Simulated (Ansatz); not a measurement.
CaAl2O4:
```yaml
crystal:
  lattice:
    - [8.74420, 0.00000, 0.00000]
    - [-4.37210, 7.57270, 0.00000]
    - [0.00000, 0.00000, 8.09628]
  atoms:
    - { symbol: Ca, position: [0.00000, 0.00000, 0.73217] }
    - { symbol: Ca, position: [0.00000, 0.00000, 0.23217] }
    - { symbol: Ca, position: [0.66667, 0.33333, 0.23522] }
    - { symbol: Ca, position: [0.33333, 0.66667, 0.73522] }
    - { symbol: Ca, position: [0.66667, 0.33333, 0.80299] }
    - { symbol: Ca, position: [0.33333, 0.66667, 0.30299] }
    - { symbol: Al, position: [0.34192, 0.31414, 0.54391] }
    - { symbol: Al, position: [0.02778, 0.34192, 0.04391] }
    - { symbol: Al, position: [0.68586, 0.02778, 0.54391] }
    - { symbol: Al, position: [0.65808, 0.68586, 0.04391] }
    - { symbol: Al, position: [0.97222, 0.65808, 0.54391] }
    - { symbol: Al, position: [0.31414, 0.97222, 0.04391] }
    - { symbol: Al, position: [0.97933, 0.66075, 0.93715] }
    - { symbol: Al, position: [0.31858, 0.97933, 0.43715] }
    - { symbol: Al, position: [0.33925, 0.31858, 0.93715] }
    - { symbol: Al, position: [0.02067, 0.33925, 0.43715] }
    - { symbol: Al, position: [0.68142, 0.02067, 0.93715] }
    - { symbol: Al, position: [0.66075, 0.68142, 0.43715] }
    - { symbol: O, position: [0.58275, 0.79188, 0.90906] }
    - { symbol: O, position: [0.79087, 0.58275, 0.40906] }
    - { symbol: O, position: [0.20812, 0.79087, 0.90906] }
    - { symbol: O, position: [0.41725, 0.20812, 0.40906] }
    - { symbol: O, position: [0.20913, 0.41725, 0.90906] }
    - { symbol: O, position: [0.79188, 0.20913, 0.40906] }
    - { symbol: O, position: [0.44700, 0.54545, 0.51912] }
    - { symbol: O, position: [0.90155, 0.44700, 0.01912] }
    - { symbol: O, position: [0.45455, 0.90155, 0.51912] }
    - { symbol: O, position: [0.55300, 0.45455, 0.01912] }
    - { symbol: O, position: [0.09845, 0.55300, 0.51912] }
    - { symbol: O, position: [0.54545, 0.09845, 0.01912] }
    - { symbol: O, position: [0.26216, 0.87853, 0.24133] }
    - { symbol: O, position: [0.38363, 0.26216, 0.74133] }
    - { symbol: O, position: [0.12147, 0.38363, 0.24133] }
    - { symbol: O, position: [0.73784, 0.12147, 0.74133] }
    - { symbol: O, position: [0.61637, 0.73784, 0.24133] }
    - { symbol: O, position: [0.87853, 0.61637, 0.74133] }
    - { symbol: O, position: [0.88659, 0.11101, 0.03539] }
    - { symbol: O, position: [0.77558, 0.88659, 0.53539] }
    - { symbol: O, position: [0.88899, 0.77558, 0.03539] }
    - { symbol: O, position: [0.11341, 0.88899, 0.53539] }
    - { symbol: O, position: [0.22442, 0.11341, 0.03539] }
    - { symbol: O, position: [0.11101, 0.22442, 0.53539] }
```

This is the r²SCAN-relaxed structure. x, y and z are the axes in which the lattice vectors are written.

Problem. All from r²SCAN in the plane-wave PAW code Ansatz, unless another level is named. Give the Hill bulk and shear moduli.

Solution. 84.7 and 46.2 GPa.

Problem. Give the piezoelectric stress constants (proper, relaxed ions, C/m²).

Solution. e15 = e24 = -0.49, e31 = e32 = -0.22, e33 = -0.52.

Space group P6_3. The workflow started from a Materials Project entry (that database holds measured and hypothetical structures alike); the Crystallography Open Database copy checked does not list it. COD files the formula under space group No. 14, so this cell is another polymorph or a model. Whether it is the stable phase at ambient conditions was not checked. The cell was relaxed with r²SCAN under the symmetry of its start; its stability against distortions is not shown here.

Potentials: the earlier of the program's two PAW sets.
